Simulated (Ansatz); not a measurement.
From the elastic tensor of InP to moduli and sound speeds

Computed with Ansatz 0.2.0, DFT HSE06, scalar-relativistic, plane waves, PAW. Settings: 420 eV plane-wave cutoff, Γ-centred 6×6×6 mesh, fixed occupations. No spin polarisation.

The structure is cubic, space group F-43m (No. 216). The conventional cell has a = 5.906 Å, b = 5.906 Å, c = 5.906 Å, α = 90.00°, β = 90.00°, γ = 90.00°. In (site symmetry -43m) is surrounded by 4 P at 2.56 Å. P (site symmetry -43m) is surrounded by 4 In at 2.56 Å.

The cell is the ideal cubic zincblende prototype.

Relaxed-ion constants (GPa, on the Cartesian axes of the calculation):
C11 = 100.2, C12 = 53.1, C13 = 53.1, C22 = 100.2, C23 = 53.1, C33 = 100.2, C44 = 47.0, C55 = 47.0, C66 = 47.0 GPa; the others vanish.

Density 4.700 g/cm³; 2 atoms in 51.51 Å³.

The values that follow are for a polycrystal of randomly turned grains, by Hill's mean where one number stands.

With S = C⁻¹: B_V = (C11+C22+C33+2(C12+C13+C23))/9, G_V = (C11+C22+C33−C12−C13−C23+3(C44+C55+C66))/15, 1/B_R = S11+S22+S33+2(S12+S13+S23), 15/G_R = 4(S11+S22+S33−S12−S13−S23)+3(S44+S55+S66); Hill is their mean. Then v_l = √((B+4G/3)/ρ), v_t = √(G/ρ), v_m = [(2/v_t³+1/v_l³)/3]^(−1/3) and Θ = (ħ/k_B)·v_m·(6π²n/V)^(1/3) for n atoms in the volume V; E = 9BG/(3B+G), ν = (3B−2G)/(2(3B+G)) and A^U = 5G_V/G_R + B_V/B_R − 6.

| Quantity | Value |
| --- | --- |
| Bulk modulus, Voigt / Reuss / Hill | 68.8 / 68.8 / 68.8 GPa |
| Shear modulus, Voigt / Reuss / Hill | 37.6 / 33.6 / 35.6 GPa |
| Young's modulus | 91 GPa |
| Poisson ratio | 0.279 |
| Pugh ratio B/G | 1.93 |
| Universal anisotropy index | 0.60 |
| Longitudinal and transverse sound speeds | 4974 and 2754 m/s |
| Debye temperature from the mean sound speed | 309 K |

Cost: 1 run of about 65 core-minutes, on Intel Xeon Platinum 8259CL (Skylake/Cascade Lake) (shared hosts).